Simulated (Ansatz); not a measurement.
**RuPt2: rattling a relaxed structure**

The cell was found from a structure generator's guess, not taken from experiment.

Level of theory: Ansatz 0.2.0, DFT PBE, scalar-relativistic, plane waves, PAW. Settings: cutoff 420 eV, Γ-centred mesh 18×18×4 on the computed 6-atom cell, Gaussian smearing of 0.10 eV; no spin polarisation.

The cell below (6 atoms, space group P6_3/mmc (No. 194)) is relaxed within its symmetry.

```
Ru Pt
1.0
     2.77644    0.00000    0.00000
    -1.38822    2.40447    0.00000
     0.00000    0.00000   13.51521
Ru Pt
2 4
Cartesian
  0.0000 0.0000 3.3788
  0.0000 0.0000 10.1364
  0.0000 1.6030 1.1886
  1.3882 0.8015 7.9462
  0.0000 1.6030 5.5690
  1.3882 0.8015 12.3266
```

For the test a repeat of it with 12 atoms (edges 2.78, 4.81, 13.52 Å) was strained at random (σ = 1.5 % a component), the atoms were moved at random (σ = 0.15 Å), and all was relaxed again on a coarse 8×4×2 mesh (in the run’s order of axes) with 0.20 eV smearing, with no symmetry imposed.

These runs have no spin–orbit coupling, which can matter for Pt.

**Question.** What happens?

**Answer.** It returns, within 1 meV/atom of the unmoved cell on that mesh and with the same symmetry when read at 0.1 Å. No instability shows in this cell; modes of other wave vectors, which need another repeat, aren't tested.
